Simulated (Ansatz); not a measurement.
BaGaHO₂:
```
BaGaHO2
1.0
    3.97577     0.00000     0.00000
    0.00000     3.97577     0.00000
    0.00000     0.00000     3.84706
Ba Ga O H
1 1 2 1
Direct
  0.50000   0.50000   0.50000
  0.00000   0.00000   0.00000
  0.50000   0.00000   0.00000
  0.00000   0.50000   0.00000
  0.00000   0.00000   0.50000
```

The program Ansatz at the PBEsol level (PAW) gives a gap of 0.35 eV without spin–orbit coupling, maximum at A, minimum at Z.

Task: What happens when spin–orbit coupling is switched on?

Result: The gap is nearly the same, to 0.35 eV; maximum at A, minimum at Z.

Task: Give the electron effective mass with spin–orbit coupling.

Result: 0.068, 0.18, 0.18 mₑ (principal values).

Space group P4/mmm. The start of the workflow was typed in or built on a structure type; neither database checked (COD, Materials Project) lists it. Its standing as an ambient phase is unchecked. Symmetry was held in the PBEsol relaxation; phonons show weakly imaginary modes.

Potentials: the earlier of the program's two PAW sets. The files were generated under PBE; for other functionals the program regenerates the frozen cores, and for LDA and PBEsol the local potential too.
